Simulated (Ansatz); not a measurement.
Computed properties of Si$_{2}$W

```
Si W
1.0
    -1.60600    1.60600    3.94000
     1.60600   -1.60600    3.94000
     1.60600    1.60600   -3.94000
Si W
2 1
Direct
  0.33300 0.33300 0.00000
  0.66700 0.66700 0.00000
  0.00000 0.00000 0.00000
```

Atoms are numbered in the order listed.

The cell comes from COD entry 1010283, which wasn't checked; take it as a given geometry. It differs from other determinations.

No spin–orbit coupling, which matters for the heavy atoms here.

Methods: DFT, LDA, all-electron LAPW, scalar-relativistic (Ansatz 0.2.0); DFT, LDA, PAW with Ansatz's default frozen-core files, scalar-relativistic (Ansatz 0.2.0).

For LAPW: a Γ-centred 11×11×14 k mesh, Fermi–Dirac smearing of 0.05 eV, basis error target 1 meV/atom, no spin polarisation; this mesh doesn't keep the crystal's whole symmetry, which leaves small spurious terms. PAW takes a cutoff of 420 eV at this cell (files made with PBE, cores remade for this functional). The Ansatz runs share mesh, smearing and spin set-up. Values come from LAPW unless marked.

```yaml
Pressure_at_this_cell: -7.28 GPa
Band_gap: "none: bands cross the Fermi level, a metal"
Stress_xx_yy_zz_compression_positive: -6.22, -6.22, -9.41 GPa
Largest_force: 0.331 eV/Å on Si1
Density_of_states_at_the_Fermi_level_0.2_eV_bin: 0.24 states/eV per cell
Löwdin_charges_with_0.22_e_of_the_cell_spilling_out_of_the_atomic_basis_so_their_sizes_and_signs_hang_on_that_basis: Si1 0.08, W3 0.07 e
Bader_charges_from_the_PAW_run: Si1 0.00, W3 0.00 e
Volume_per_atom: 13.55 Å³
```
